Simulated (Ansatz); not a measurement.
Which element?

Cell vectors (Å):

```
 1.9674  1.1359  7.5394
-1.9674  1.1359  7.5394
 0.0000 -2.2717  7.5394
```

| atom | a | b | c |
| --- | --- | --- | --- |
| X | 0.0000 | 0.0000 | 0.0000 |
| Lu | 0.5000 | 0.5000 | 0.5000 |
| S | 0.2302 | 0.2302 | 0.2302 |
| S | 0.7698 | 0.7698 | 0.7698 |

Theory: PBEsol, all-electron LAPW in Ansatz 0.2.0, scalar-relativistic. k mesh 6×6×6, fixed occupations.

Harmonic phonons of a crystal by Kohn-Sham DFT at the given cell, standard atomic masses, acoustic sum rule imposed; negative wavenumbers are unstable modes.

```tsv
point	q a (r.l.u.)	q b (r.l.u.)	q c (r.l.u.)	branch	phonon wavenumber (cm⁻¹)
Gamma	0	0	0	4	71.4
Gamma	0	0	0	6	121.2
Gamma	0	0	0	7	176.5
Gamma	0	0	0	9	217.3
Gamma	0	0	0	11	238.6
Gamma	0	0	0	12	279.5
```

Task: All X atoms are one element. Which one was computed?

Result: Rb; the crystal is RbLuS₂ (R-3m).

Known limits: zone-boundary modes aren't tested; no LO-TO term at the zone centre.
